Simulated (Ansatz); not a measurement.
## CaMn₂As₂ (P-3m1): electronic heat capacity from the density of states

These are results of DFT r2SCAN, scalar-relativistic, plane waves, PAW (Ansatz), not measurements.

Cutoff 500 eV; k points 12×12×6 on the computed 5-atom cell (Γ-centred); Gaussian smearing, width 0.10 eV; collinear spin from starting moments 0 4.74 4.74 0 0 μB.

Relaxed cell: P-3m1, a = 4.283 Å, b = 4.283 Å, c = 7.069 Å, α = 90.00°, β = 90.00°, γ = 120.00°, 5 atoms in the primitive cell. Whether it is the stable form of this composition wasn't checked.

The density of states at the Fermi level is 1.822 states/eV in the cell of 5 atoms (1 formula unit; both spins, tetrahedra on a 18×18×9 mesh). The run ends with a moment of 9.82 μB a cell (largest on a site 4.31 μB), and the figure is for this state; a paramagnetic sample can have a quite different one. Another magnetic order, if the compound takes it, can change N(E_F) and the shape of the cell a good deal, and may open a gap, where γ is close to zero.

Q: What Sommerfeld coefficient does this give?

A: Per formula unit N(E_F) = 1.822 states/eV. γ = (π²/3) k_B² N(E_F) N_A = 2.357 mJ/(mol K²) per state/eV, so γ = 4.3 mJ/(mol K²), a mole of formula units. This is the bare band result: a measured γ of the same phase and magnetic order is as a rule larger by a factor 1 + λ from phonons and spin fluctuations. N(E_F) at one energy is sensitive to the mesh where the density of states has sharp peaks.

The state reached may not be the lowest one. The run saw a state lower than the one given here. Only parallel moments were tried here.

Only this magnetic start was tried.

Cost: 1 run of about 12 core-minutes, on Intel Xeon Processor @ 2.50GHz (Skylake/Cascade Lake) (shared hosts).